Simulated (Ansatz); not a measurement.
YAl2:
```cif
data_Al4Y2
_chemical_formula_sum 'Y2 Al4'
_space_group_name_H-M_alt 'P 1'
_space_group_IT_number 1
_cell_length_a 5.55430
_cell_length_b 5.55430
_cell_length_c 5.55430
_cell_angle_alpha 60.000
_cell_angle_beta 60.000
_cell_angle_gamma 60.000
loop_
_space_group_symop_operation_xyz
  'x, y, z'
loop_
_atom_site_label
_atom_site_type_symbol
_atom_site_fract_x
_atom_site_fract_y
_atom_site_fract_z
_atom_site_occupancy
Y1 Y 0.25000 0.25000 0.25000 1
Y2 Y 0.00000 0.00000 0.00000 1
Al1 Al 0.62500 0.12500 0.62500 1
Al2 Al 0.62500 0.62500 0.62500 1
Al3 Al 0.12500 0.62500 0.62500 1
Al4 Al 0.62500 0.62500 0.12500 1
```

Relaxed with r²SCAN.

Question: Which orbitals make up the states near the Fermi level in r²SCAN in the plane-wave PAW code Ansatz?

Answer: Within 0.5 eV of the Fermi level: Y 4d 56 %, Al 3p 33 %. Projections are on Löwdin-orthogonalised atomic valence shells; empty p or d shells of many metals are not among them.

Question: Tabulate the density of states.

Answer: States/eV per cell of 6 atoms, in 0.25 eV bins, energy from the Fermi level.

| E (eV) | total | Y 4d | Al 3p | Al 3s |
|---|---|---|---|---|
| -7.85 | 1.25 | 0.13 | 0.52 | 0.54 |
| -7.60 | 0.36 | 0.04 | 0.16 | 0.14 |
| -7.35 | 0.79 | 0.11 | 0.37 | 0.28 |
| -7.10 | 1.95 | 0.25 | 0.98 | 0.61 |
| -6.85 | 1.63 | 0.20 | 0.85 | 0.49 |
| -6.60 | 1.01 | 0.14 | 0.53 | 0.30 |
| -6.35 | 0.73 | 0.10 | 0.39 | 0.21 |
| -6.10 | 0.54 | 0.08 | 0.30 | 0.15 |
| -5.85 | 0.40 | 0.06 | 0.23 | 0.11 |
| -5.60 | 0.30 | 0.04 | 0.18 | 0.08 |
| -5.35 | 0.32 | 0.03 | 0.19 | 0.07 |
| -5.10 | 2.26 | 0.17 | 1.30 | 0.45 |
| -4.85 | 1.95 | 0.20 | 1.10 | 0.40 |
| -4.60 | 1.76 | 0.21 | 0.98 | 0.38 |
| -4.35 | 2.08 | 0.27 | 1.12 | 0.51 |
| -4.10 | 3.92 | 0.72 | 1.83 | 1.18 |
| -3.85 | 2.83 | 0.79 | 1.04 | 0.92 |
| -3.60 | 1.01 | 0.29 | 0.37 | 0.32 |
| -3.35 | 0.96 | 0.21 | 0.50 | 0.17 |
| -3.10 | 1.56 | 0.30 | 0.95 | 0.17 |
| -2.85 | 2.74 | 0.53 | 1.74 | 0.25 |
| -2.60 | 2.95 | 0.52 | 2.04 | 0.17 |
| -2.35 | 2.86 | 0.60 | 1.95 | 0.13 |
| -2.10 | 3.61 | 0.96 | 2.35 | 0.13 |
| -1.85 | 4.18 | 1.31 | 2.56 | 0.14 |
| -1.60 | 3.21 | 1.11 | 1.84 | 0.15 |
| -1.35 | 2.28 | 0.82 | 1.22 | 0.17 |
| -1.10 | 1.94 | 0.74 | 0.91 | 0.21 |
| -0.85 | 4.06 | 1.63 | 1.86 | 0.35 |
| -0.60 | 3.57 | 1.60 | 1.51 | 0.26 |
| -0.35 | 2.65 | 1.33 | 1.02 | 0.16 |
| -0.10 | 4.30 | 2.32 | 1.64 | 0.13 |
| 0.15 | 2.26 | 1.35 | 0.60 | 0.08 |
| 0.40 | 1.47 | 0.98 | 0.24 | 0.05 |
| 0.65 | 1.60 | 1.17 | 0.21 | 0.05 |
| 0.90 | 2.75 | 2.08 | 0.32 | 0.12 |
| 1.15 | 3.48 | 2.32 | 0.57 | 0.26 |
| 1.40 | 4.32 | 2.56 | 0.92 | 0.32 |
| 1.65 | 4.40 | 2.13 | 1.12 | 0.39 |
| 1.90 | 3.84 | 2.11 | 0.90 | 0.24 |
| 2.15 | 4.82 | 2.63 | 1.00 | 0.30 |
| 2.40 | 3.30 | 1.69 | 0.70 | 0.21 |
| 2.65 | 2.27 | 1.07 | 0.44 | 0.24 |
| 2.90 | 3.50 | 1.63 | 0.70 | 0.55 |
| 3.15 | 3.94 | 1.65 | 0.78 | 0.85 |
| 3.40 | 5.08 | 1.97 | 1.00 | 1.33 |
| 3.65 | 4.49 | 2.03 | 0.79 | 1.07 |
| 3.90 | 3.67 | 1.94 | 0.66 | 0.65 |
| 4.15 | 4.48 | 2.73 | 0.52 | 0.78 |
| 4.40 | 6.49 | 3.94 | 0.88 | 0.96 |
| 4.65 | 3.55 | 2.02 | 0.52 | 0.58 |

Space group Fd-3m (cubic Laves (MgCu2 type)). The workflow started from a Materials Project entry (that database holds measured and hypothetical structures alike); the Crystallography Open Database copy checked does not list it. Whether it is the stable phase at ambient conditions was not checked. The r²SCAN relaxation kept the symmetry of its start; whether a distortion lowers the energy is not shown. The run is not spin-polarised. Spin–orbit coupling is left out wherever it is not named.

Potentials: the later of the program's two PAW sets.
